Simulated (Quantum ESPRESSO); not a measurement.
## Calculated data, Mg3Se2ClF (made-up cell, one site empty), AlSiGeSN3 (made-up cell, one site empty)

All values are calculated (Quantum ESPRESSO 7.5). Calculation on a made-up crystal cell, not a measurement, run twice, once with a planted mistake found by running each candidate: periodic Kohn-Sham density functional theory in plane waves with PseudoDojo standard norm-conserving scalar-relativistic pseudopotentials, each functional with its own files (v0.5 for PBE, v0.4.1 for LDA and PBEsol), no spin polarisation, no spin-orbit coupling, atoms not relaxed, stress positive in tension, energies less a fixed whole-eV offset for each atom's element; levels are Kohn-Sham levels at fractions of this cell's reciprocal vectors, counted from the reference band (half the neutral cell's valence electrons, rounded up) at Gamma; error bars cover cutoff and k-mesh only, not smearing or the files; each bar is the largest change over components, and at least 0.002 eV, 0.002 eV per angstrom or 0.02 GPa; a charged cell sits in a uniform background, with energy and stress on this program's zero of potential; energies are for the whole cell, and the offsets were chosen from early runs and are not element reference energies; a distance is the largest change of any value in units of its error bar (the energy's for the smearing term), a scale change is of lengths, and a coarse mesh keeps the half-step shift.

Common to all runs: lattice type zincblende/diamond; empty site 4; intended functional pbe; intended fermi dirac smearing 0.025 eV; intended scf tolerance 1e-07 eV; intended electrons removed 0; healthy smearing term minus ts 0 eV; candidate k points along each vector 2; candidate functional pbesol; intended k mesh 4 x 4 x 4, shifted by half a step; structure shown as intended, without the mistake.

(1) Mg3Se2ClF (made-up cell, one site empty)

Intended structure:
```xyz
7
Lattice="5.3835 0.0107 -0.0525 0.0107 5.3470 -0.0097 -0.0525 -0.0097 5.3748" Properties=species:S:1:pos:R:3 Mg3Se2ClF
Mg    -0.0362     0.0402    -0.0743
Mg    -0.0355     2.6836     2.6405
Mg     2.6379     0.0339     2.6255
Cl     1.2798     1.4123     1.3371
F      1.3541     4.0071     3.9961
Se     4.0648     1.2515     4.0502
Se     4.0440     4.0745     1.3107
```

- intended cutoff: 1170 eV
- healthy free energy less offsets: 6.264 eV
- healthy scf iterations: 9
- healthy pressure: 10.89 GPa
- healthy stress xx: -9.08 GPa
- healthy stress yy: -11.66 GPa
- healthy stress zz: -11.93 GPa
- healthy stress yz: 3.64 GPa
- healthy stress xz: -4.22 GPa
- healthy stress xy: 5.89 GPa
- healthy reference band: 38
- faulty free energy less offsets: 24.36 eV
- faulty scf iterations: 9
- faulty smearing term minus ts: 0 eV
- faulty pressure: 9.11 GPa
- faulty stress xx: -7.34 GPa
- faulty stress yy: -9.87 GPa
- faulty stress zz: -10.13 GPa
- faulty stress yz: 3.58 GPa
- faulty stress xz: -4.13 GPa
- faulty stress xy: 5.78 GPa
- faulty reference band: 38
- candidate cutoff: 603 eV
- candidate smearing: 0.54 eV
- candidate scf tolerance: 0.1 eV
- candidate electrons removed: 1
- candidate scale change: 1.68 percent
- candidate first exchanged site: 3
- candidate second exchanged site: 6
- fault kind: wrong functional
- other mistakes compared: 7
- distance from healthy: 6710 error bars
- distance from nearest other mistake: 3746 error bars
- healthy error bar energy: 0.002697 eV
- healthy error bar stress: 0.02 GPa
- healthy error bar force: 0.003543 eV/Å
- healthy error bar next band up: 0.002 eV

Atoms:
```tsv
atoms element	atom site	atom energy offset (eV)
Mg	1	-1617
Mg	2	-1617
Mg	3	-1617
Cl	5	-449
F	6	-677
Se	7	-3300
Se	8	-3300
```

Healthy forces:
```tsv
site	x (eV/Å)	y (eV/Å)	z (eV/Å)
1	3.259	-3.2	1.31
2	0.708	0.586	2.02
3	-1.082	-0.846	1.266
5	1.03	0.018	-0.788
6	-0.677	0.761	-0.819
7	-2.528	3.512	-1.585
8	-0.71	-0.83	-1.404
```

Healthy levels:
```tsv
level k point	next band up (eV)
Gamma	1.755
(1/2,1/2,1/2)	3.019
(0.15,0,0)	2.143
(0,0.15,0)	1.993
(0,0,0.15)	1.988
```

Faulty forces:
```tsv
site	x (eV/Å)	y (eV/Å)	z (eV/Å)
1	3.198	-3.149	1.277
2	0.699	0.585	1.989
3	-1.066	-0.843	1.254
5	0.979	0.003	-0.759
6	-0.692	0.775	-0.836
7	-2.45	3.411	-1.566
8	-0.668	-0.783	-1.359
```

Faulty levels:
```tsv
level k point	next band up (eV)
Gamma	1.634
(1/2,1/2,1/2)	2.93
(0.15,0,0)	2.029
(0,0.15,0)	1.877
(0,0,0.15)	1.872
```

Candidate mistake: coarse kmesh, low cutoff, wide smearing, wrong functional, loose scf, wrong charge, cell scaled, atoms exchanged

(2) Mg3Se2ClF (made-up cell, one site empty)

Structure as in entry 1.

* intended cutoff: 1170 eV
* healthy free energy less offsets: 6.264 eV
* healthy scf iterations: 9
* healthy pressure: 10.89 GPa
* healthy stress xx: -9.08 GPa
* healthy stress yy: -11.66 GPa
* healthy stress zz: -11.93 GPa
* healthy stress yz: 3.64 GPa
* healthy stress xz: -4.22 GPa
* healthy stress xy: 5.89 GPa
* healthy reference band: 38
* faulty free energy less offsets: 14.259 eV
* faulty scf iterations: 12
* faulty smearing term minus ts: -0.007 eV
* faulty pressure: 14.79 GPa
* faulty stress xx: -14.86 GPa
* faulty stress yy: -15 GPa
* faulty stress zz: -14.5 GPa
* faulty stress yz: 3.51 GPa
* faulty stress xz: -5.91 GPa
* faulty stress xy: 6.41 GPa
* faulty reference band: 38
* candidate cutoff: 603 eV
* candidate smearing: 0.54 eV
* candidate scf tolerance: 0.1 eV
* candidate electrons removed: 1
* candidate scale change: 1.68 percent
* candidate first exchanged site: 3
* candidate second exchanged site: 6
* fault kind: atoms exchanged
* other mistakes compared: 7
* distance from healthy: 2964 error bars
* distance from nearest other mistake: 2952 error bars
* healthy error bar energy: 0.002697 eV
* healthy error bar stress: 0.02 GPa
* healthy error bar force: 0.003543 eV/Å
* healthy error bar next band up: 0.002 eV

Atoms:
```tsv
atoms element	atom site	atom energy offset (eV)
Mg	1	-1617
Mg	2	-1617
Mg	3	-1617
Cl	5	-449
F	6	-677
Se	7	-3300
Se	8	-3300
```

Healthy forces:
```tsv
site	x (eV/Å)	y (eV/Å)	z (eV/Å)
1	3.259	-3.2	1.31
2	0.708	0.586	2.02
3	-1.082	-0.846	1.266
5	1.03	0.018	-0.788
6	-0.677	0.761	-0.819
7	-2.528	3.512	-1.585
8	-0.71	-0.83	-1.404
```

Healthy levels:
```tsv
level k point	next band up (eV)
Gamma	1.755
(1/2,1/2,1/2)	3.019
(0.15,0,0)	2.143
(0,0.15,0)	1.993
(0,0,0.15)	1.988
```

Faulty forces:
```tsv
site	x (eV/Å)	y (eV/Å)	z (eV/Å)
1	1.598	-0.593	3.917
2	-1.105	-2.243	-0.68
3	0.2	-2.21	1.808
5	-0.202	0.987	-1.536
6	4.361	0.572	-0.323
7	-3.15	3.56	-2.153
8	-1.702	-0.072	-1.033
```

Faulty levels:
```tsv
level k point	next band up (eV)
Gamma	0.47
(1/2,1/2,1/2)	0.835
(0.15,0,0)	0.487
(0,0.15,0)	0.456
(0,0,0.15)	0.473
```

Candidate mistake: coarse kmesh, low cutoff, wide smearing, wrong functional, loose scf, wrong charge, cell scaled, atoms exchanged

(3) AlSiGeSN3 (made-up cell, one site empty)

Intended structure:
```xyz
7
Lattice="4.4927 0.0332 -0.0198 0.0332 4.5130 0.0529 -0.0198 0.0529 4.6011" Properties=species:S:1:pos:R:3 AlSiGeSN3
Al     0.0609     0.0023    -0.0007
Ge    -0.0343     2.2554     2.3059
Si     2.2445     0.0770     2.3324
S      1.1617     1.2219     1.1633
N      1.1889     3.3501     3.4627
N      3.3366     1.1859     3.3963
N      3.3722     3.4126     1.1260
```

* intended cutoff: 1143 eV
* healthy free energy less offsets: 5.553 eV
* healthy scf iterations: 12
* healthy pressure: 2.56 GPa
* healthy stress xx: -1.46 GPa
* healthy stress yy: -0.15 GPa
* healthy stress zz: -6.08 GPa
* healthy stress yz: -6.65 GPa
* healthy stress xz: -5.12 GPa
* healthy stress xy: 12.65 GPa
* healthy reference band: 21
* faulty free energy less offsets: 5.837 eV
* faulty scf iterations: 13
* faulty smearing term minus ts: 0 eV
* faulty pressure: 2.97 GPa
* faulty stress xx: -1.87 GPa
* faulty stress yy: -0.53 GPa
* faulty stress zz: -6.5 GPa
* faulty stress yz: -6.75 GPa
* faulty stress xz: -5.16 GPa
* faulty stress xy: 12.86 GPa
* faulty reference band: 21
* candidate cutoff: 822 eV
* candidate smearing: 0.83 eV
* candidate scf tolerance: 0.07 eV
* candidate electrons removed: -1
* candidate scale change: 1.53 percent
* candidate first exchanged site: 1
* candidate second exchanged site: 8
* fault kind: coarse kmesh
* other mistakes compared: 7
* distance from healthy: 102.2 error bars
* distance from nearest other mistake: 101.3 error bars
* healthy error bar energy: 0.00278 eV
* healthy error bar stress: 0.02 GPa
* healthy error bar force: 0.002217 eV/Å
* healthy error bar next band up: 0.002 eV

Atoms:
```tsv
atoms element	atom site	atom energy offset (eV)
Al	1	-64
Ge	2	-2430
Si	3	-115
S	5	-302
N	6	-283
N	7	-283
N	8	-283
```

Healthy forces:
```tsv
site	x (eV/Å)	y (eV/Å)	z (eV/Å)
1	-4.218	-4.617	-4.16
2	-5.384	5.787	5.344
3	4.442	-5.509	4.223
5	5.046	1.761	-4.724
6	-0.179	2.44	-1.288
7	0.159	-1.792	-1.1
8	0.133	1.931	1.705
```

Healthy levels:
```tsv
level k point	next band up (eV)
Gamma	0.901
(1/2,1/2,1/2)	1.672
(0.15,0,0)	1.293
(0,0.15,0)	1.38
(0,0,0.15)	1.195
```

Faulty forces:
```tsv
site	x (eV/Å)	y (eV/Å)	z (eV/Å)
1	-4.262	-4.649	-4.183
2	-5.404	5.813	5.356
3	4.47	-5.534	4.234
5	4.995	1.702	-4.572
6	-0.212	2.521	-1.397
7	0.214	-1.842	-1.236
8	0.2	1.99	1.798
```

Faulty levels:
```tsv
level k point	next band up (eV)
Gamma	0.852
(1/2,1/2,1/2)	1.629
(0.15,0,0)	1.246
(0,0.15,0)	1.333
(0,0,0.15)	1.145
```

Candidate mistake: coarse kmesh, low cutoff, wide smearing, wrong functional, loose scf, wrong charge, cell scaled, atoms exchanged

(4) AlSiGeSN3 (made-up cell, one site empty)

Structure as in entry 3.

- intended cutoff: 1143 eV
- healthy free energy less offsets: 5.553 eV
- healthy scf iterations: 12
- healthy pressure: 2.56 GPa
- healthy stress xx: -1.46 GPa
- healthy stress yy: -0.15 GPa
- healthy stress zz: -6.08 GPa
- healthy stress yz: -6.65 GPa
- healthy stress xz: -5.12 GPa
- healthy stress xy: 12.65 GPa
- healthy reference band: 21
- faulty free energy less offsets: 6.141 eV
- faulty scf iterations: 12
- faulty smearing term minus ts: 0 eV
- faulty pressure: -7.97 GPa
- faulty stress xx: 9.07 GPa
- faulty stress yy: 10.42 GPa
- faulty stress zz: 4.43 GPa
- faulty stress yz: -6.67 GPa
- faulty stress xz: -5.1 GPa
- faulty stress xy: 12.63 GPa
- faulty reference band: 21
- candidate cutoff: 822 eV
- candidate smearing: 0.83 eV
- candidate scf tolerance: 0.07 eV
- candidate electrons removed: -1
- candidate scale change: 1.53 percent
- candidate first exchanged site: 1
- candidate second exchanged site: 8
- fault kind: low cutoff
- other mistakes compared: 7
- distance from healthy: 528.2 error bars
- distance from nearest other mistake: 291.1 error bars
- healthy error bar energy: 0.00278 eV
- healthy error bar stress: 0.02 GPa
- healthy error bar force: 0.002217 eV/Å
- healthy error bar next band up: 0.002 eV

Atoms:
```tsv
atoms element	atom site	atom energy offset (eV)
Al	1	-64
Ge	2	-2430
Si	3	-115
S	5	-302
N	6	-283
N	7	-283
N	8	-283
```

Healthy forces:
```tsv
site	x (eV/Å)	y (eV/Å)	z (eV/Å)
1	-4.218	-4.617	-4.16
2	-5.384	5.787	5.344
3	4.442	-5.509	4.223
5	5.046	1.761	-4.724
6	-0.179	2.44	-1.288
7	0.159	-1.792	-1.1
8	0.133	1.931	1.705
```

Healthy levels:
```tsv
level k point	next band up (eV)
Gamma	0.901
(1/2,1/2,1/2)	1.672
(0.15,0,0)	1.293
(0,0.15,0)	1.38
(0,0,0.15)	1.195
```

Faulty forces:
```tsv
site	x (eV/Å)	y (eV/Å)	z (eV/Å)
1	-4.216	-4.616	-4.16
2	-5.378	5.781	5.34
3	4.442	-5.509	4.222
5	5.055	1.753	-4.733
6	-0.165	2.451	-1.274
7	0.143	-1.805	-1.085
8	0.119	1.945	1.689
```

Faulty levels:
```tsv
level k point	next band up (eV)
Gamma	0.902
(1/2,1/2,1/2)	1.668
(0.15,0,0)	1.294
(0,0.15,0)	1.382
(0,0,0.15)	1.196
```

Candidate mistake: coarse kmesh, low cutoff, wide smearing, wrong functional, loose scf, wrong charge, cell scaled, atoms exchanged

(5) AlSiGeSN3 (made-up cell, one site empty)

Structure as in entry 3.

- intended cutoff: 1143 eV
- healthy free energy less offsets: 5.553 eV
- healthy scf iterations: 12
- healthy pressure: 2.56 GPa
- healthy stress xx: -1.46 GPa
- healthy stress yy: -0.15 GPa
- healthy stress zz: -6.08 GPa
- healthy stress yz: -6.65 GPa
- healthy stress xz: -5.12 GPa
- healthy stress xy: 12.65 GPa
- healthy reference band: 21
- faulty free energy less offsets: 4.504 eV
- faulty scf iterations: 12
- faulty smearing term minus ts: -3.182 eV
- faulty pressure: 6.08 GPa
- faulty stress xx: -5.45 GPa
- faulty stress yy: -4.7 GPa
- faulty stress zz: -8.09 GPa
- faulty stress yz: -6.64 GPa
- faulty stress xz: -4.63 GPa
- faulty stress xy: 11.2 GPa
- faulty reference band: 21
- candidate cutoff: 822 eV
- candidate smearing: 0.83 eV
- candidate scf tolerance: 0.07 eV
- candidate electrons removed: -1
- candidate scale change: 1.53 percent
- candidate first exchanged site: 1
- candidate second exchanged site: 8
- fault kind: wide smearing
- other mistakes compared: 7
- distance from healthy: 1145 error bars
- distance from nearest other mistake: 1145 error bars
- healthy error bar energy: 0.00278 eV
- healthy error bar stress: 0.02 GPa
- healthy error bar force: 0.002217 eV/Å
- healthy error bar next band up: 0.002 eV

Atoms:
```tsv
atoms element	atom site	atom energy offset (eV)
Al	1	-64
Ge	2	-2430
Si	3	-115
S	5	-302
N	6	-283
N	7	-283
N	8	-283
```

Healthy forces:
```tsv
site	x (eV/Å)	y (eV/Å)	z (eV/Å)
1	-4.218	-4.617	-4.16
2	-5.384	5.787	5.344
3	4.442	-5.509	4.223
5	5.046	1.761	-4.724
6	-0.179	2.44	-1.288
7	0.159	-1.792	-1.1
8	0.133	1.931	1.705
```

Healthy levels:
```tsv
level k point	next band up (eV)
Gamma	0.901
(1/2,1/2,1/2)	1.672
(0.15,0,0)	1.293
(0,0.15,0)	1.38
(0,0,0.15)	1.195
```

Faulty forces:
```tsv
site	x (eV/Å)	y (eV/Å)	z (eV/Å)
1	-3.769	-4.125	-3.822
2	-4.877	5.113	4.981
3	3.854	-4.826	3.818
5	4.828	1.459	-4.603
6	-0.277	2.347	-1.155
7	0.131	-1.898	-0.891
8	0.109	1.931	1.673
```

Faulty levels:
```tsv
level k point	next band up (eV)
Gamma	1.23
(1/2,1/2,1/2)	1.971
(0.15,0,0)	1.618
(0,0.15,0)	1.7
(0,0,0.15)	1.533
```

Candidate mistake: coarse kmesh, low cutoff, wide smearing, wrong functional, loose scf, wrong charge, cell scaled, atoms exchanged

(6) AlSiGeSN3 (made-up cell, one site empty)

Structure as in entry 3.

* intended cutoff: 1143 eV
* healthy free energy less offsets: 5.553 eV
* healthy scf iterations: 12
* healthy pressure: 2.56 GPa
* healthy stress xx: -1.46 GPa
* healthy stress yy: -0.15 GPa
* healthy stress zz: -6.08 GPa
* healthy stress yz: -6.65 GPa
* healthy stress xz: -5.12 GPa
* healthy stress xy: 12.65 GPa
* healthy reference band: 21
* faulty free energy less offsets: 5.555 eV
* faulty scf iterations: 6
* faulty smearing term minus ts: 0 eV
* faulty pressure: 2.22 GPa
* faulty stress xx: -1.21 GPa
* faulty stress yy: 0.44 GPa
* faulty stress zz: -5.89 GPa
* faulty stress yz: -6.63 GPa
* faulty stress xz: -5.05 GPa
* faulty stress xy: 12.48 GPa
* faulty reference band: 21
* candidate cutoff: 822 eV
* candidate smearing: 0.83 eV
* candidate scf tolerance: 0.07 eV
* candidate electrons removed: -1
* candidate scale change: 1.53 percent
* candidate first exchanged site: 1
* candidate second exchanged site: 8
* fault kind: loose scf
* other mistakes compared: 7
* distance from healthy: 88.97 error bars
* distance from nearest other mistake: 101.3 error bars
* healthy error bar energy: 0.00278 eV
* healthy error bar stress: 0.02 GPa
* healthy error bar force: 0.002217 eV/Å
* healthy error bar next band up: 0.002 eV

Atoms:
```tsv
atoms element	atom site	atom energy offset (eV)
Al	1	-64
Ge	2	-2430
Si	3	-115
S	5	-302
N	6	-283
N	7	-283
N	8	-283
```

Healthy forces:
```tsv
site	x (eV/Å)	y (eV/Å)	z (eV/Å)
1	-4.218	-4.617	-4.16
2	-5.384	5.787	5.344
3	4.442	-5.509	4.223
5	5.046	1.761	-4.724
6	-0.179	2.44	-1.288
7	0.159	-1.792	-1.1
8	0.133	1.931	1.705
```

Healthy levels:
```tsv
level k point	next band up (eV)
Gamma	0.901
(1/2,1/2,1/2)	1.672
(0.15,0,0)	1.293
(0,0.15,0)	1.38
(0,0,0.15)	1.195
```

Faulty forces:
```tsv
site	x (eV/Å)	y (eV/Å)	z (eV/Å)
1	-4.24	-4.643	-4.156
2	-5.186	5.903	5.32
3	4.398	-5.538	4.221
5	5.021	1.765	-4.767
6	-0.221	2.407	-1.29
7	0.115	-1.798	-1.041
8	0.114	1.904	1.713
```

Faulty levels:
```tsv
level k point	next band up (eV)
Gamma	0.94
(1/2,1/2,1/2)	1.706
(0.15,0,0)	1.331
(0,0.15,0)	1.419
(0,0,0.15)	1.237
```

Candidate mistake: coarse kmesh, low cutoff, wide smearing, wrong functional, loose scf, wrong charge, cell scaled, atoms exchanged

(7) AlSiGeSN3 (made-up cell, one site empty)

Structure as in entry 3.

- intended cutoff: 1143 eV
- healthy free energy less offsets: 5.553 eV
- healthy scf iterations: 12
- healthy pressure: 2.56 GPa
- healthy stress xx: -1.46 GPa
- healthy stress yy: -0.15 GPa
- healthy stress zz: -6.08 GPa
- healthy stress yz: -6.65 GPa
- healthy stress xz: -5.12 GPa
- healthy stress xy: 12.65 GPa
- healthy reference band: 21
- faulty free energy less offsets: 5.568 eV
- faulty scf iterations: 12
- faulty smearing term minus ts: 0 eV
- faulty pressure: -3.44 GPa
- faulty stress xx: 4.5 GPa
- faulty stress yy: 5.74 GPa
- faulty stress zz: 0.09 GPa
- faulty stress yz: -6.06 GPa
- faulty stress xz: -4.5 GPa
- faulty stress xy: 11.5 GPa
- faulty reference band: 21
- candidate cutoff: 822 eV
- candidate smearing: 0.83 eV
- candidate scf tolerance: 0.07 eV
- candidate electrons removed: -1
- candidate scale change: 1.53 percent
- candidate first exchanged site: 1
- candidate second exchanged site: 8
- fault kind: cell scaled
- other mistakes compared: 7
- distance from healthy: 308.4 error bars
- distance from nearest other mistake: 291.1 error bars
- healthy error bar energy: 0.00278 eV
- healthy error bar stress: 0.02 GPa
- healthy error bar force: 0.002217 eV/Å
- healthy error bar next band up: 0.002 eV

Atoms:
```tsv
atoms element	atom site	atom energy offset (eV)
Al	1	-64
Ge	2	-2430
Si	3	-115
S	5	-302
N	6	-283
N	7	-283
N	8	-283
```

Healthy forces:
```tsv
site	x (eV/Å)	y (eV/Å)	z (eV/Å)
1	-4.218	-4.617	-4.16
2	-5.384	5.787	5.344
3	4.442	-5.509	4.223
5	5.046	1.761	-4.724
6	-0.179	2.44	-1.288
7	0.159	-1.792	-1.1
8	0.133	1.931	1.705
```

Healthy levels:
```tsv
level k point	next band up (eV)
Gamma	0.901
(1/2,1/2,1/2)	1.672
(0.15,0,0)	1.293
(0,0.15,0)	1.38
(0,0,0.15)	1.195
```

Faulty forces:
```tsv
site	x (eV/Å)	y (eV/Å)	z (eV/Å)
1	-3.927	-4.254	-3.822
2	-4.984	5.329	4.864
3	4.106	-5.004	3.883
5	4.457	1.439	-4.088
6	-0.25	2.399	-1.31
7	0.275	-1.758	-1.231
8	0.322	1.848	1.705
```

Faulty levels:
```tsv
level k point	next band up (eV)
Gamma	0.92
(1/2,1/2,1/2)	1.436
(0.15,0,0)	1.309
(0,0.15,0)	1.395
(0,0,0.15)	1.214
```

Candidate mistake: coarse kmesh, low cutoff, wide smearing, wrong functional, loose scf, wrong charge, cell scaled, atoms exchanged

(8) AlSiGeSN3 (made-up cell, one site empty)

Structure as in entry 3.

- intended cutoff: 1143 eV
- healthy free energy less offsets: 5.553 eV
- healthy scf iterations: 12
- healthy pressure: 2.56 GPa
- healthy stress xx: -1.46 GPa
- healthy stress yy: -0.15 GPa
- healthy stress zz: -6.08 GPa
- healthy stress yz: -6.65 GPa
- healthy stress xz: -5.12 GPa
- healthy stress xy: 12.65 GPa
- healthy reference band: 21
- faulty free energy less offsets: 15.22 eV
- faulty scf iterations: 13
- faulty smearing term minus ts: -0.005 eV
- faulty pressure: 25.73 GPa
- faulty stress xx: -25.53 GPa
- faulty stress yy: -26.59 GPa
- faulty stress zz: -25.07 GPa
- faulty stress yz: 2 GPa
- faulty stress xz: 1.38 GPa
- faulty stress xy: 42.54 GPa
- faulty reference band: 21
- candidate cutoff: 822 eV
- candidate smearing: 0.83 eV
- candidate scf tolerance: 0.07 eV
- candidate electrons removed: -1
- candidate scale change: 1.53 percent
- candidate first exchanged site: 1
- candidate second exchanged site: 8
- fault kind: withheld

Atoms:
```tsv
atoms element	atom site	atom energy offset (eV)
Al	1	-64
Ge	2	-2430
Si	3	-115
S	5	-302
N	6	-283
N	7	-283
N	8	-283
```

Healthy forces:
```tsv
site	x (eV/Å)	y (eV/Å)	z (eV/Å)
1	-4.218	-4.617	-4.16
2	-5.384	5.787	5.344
3	4.442	-5.509	4.223
5	5.046	1.761	-4.724
6	-0.179	2.44	-1.288
7	0.159	-1.792	-1.1
8	0.133	1.931	1.705
```

Healthy levels:
```tsv
level k point	next band up (eV)
Gamma	0.901
(1/2,1/2,1/2)	1.672
(0.15,0,0)	1.293
(0,0.15,0)	1.38
(0,0,0.15)	1.195
```

Faulty forces:
```tsv
site	x (eV/Å)	y (eV/Å)	z (eV/Å)
1	-0.705	-0.744	-1.874
2	1.459	-1.971	10.163
3	-1.618	0.501	7.908
5	2.836	-0.86	-5.496
6	0.429	1.624	-0.416
7	-0.21	-1.14	0.043
8	-2.191	2.59	-10.327
```

Faulty levels:
```tsv
level k point	next band up (eV)
Gamma	1.2
(1/2,1/2,1/2)	1.454
(0.15,0,0)	1.048
(0,0.15,0)	1.039
(0,0,0.15)	1.285
```

Candidate mistake: coarse kmesh, low cutoff, wide smearing, wrong functional, loose scf, wrong charge, cell scaled, atoms exchanged

## Withheld values
1. AlSiGeSN3 (made-up cell, one site empty) (entry 8): fault kind?

Answers
1. atoms exchanged

Further results for AlSiGeSN3 (made-up cell, one site empty) (entry 8):

- other mistakes compared: 7
- distance from healthy: 5428 error bars
- distance from nearest other mistake: 5370 error bars
- healthy error bar energy: 0.00278 eV
- healthy error bar stress: 0.02 GPa
- healthy error bar force: 0.002217 eV/Å
- healthy error bar next band up: 0.002 eV
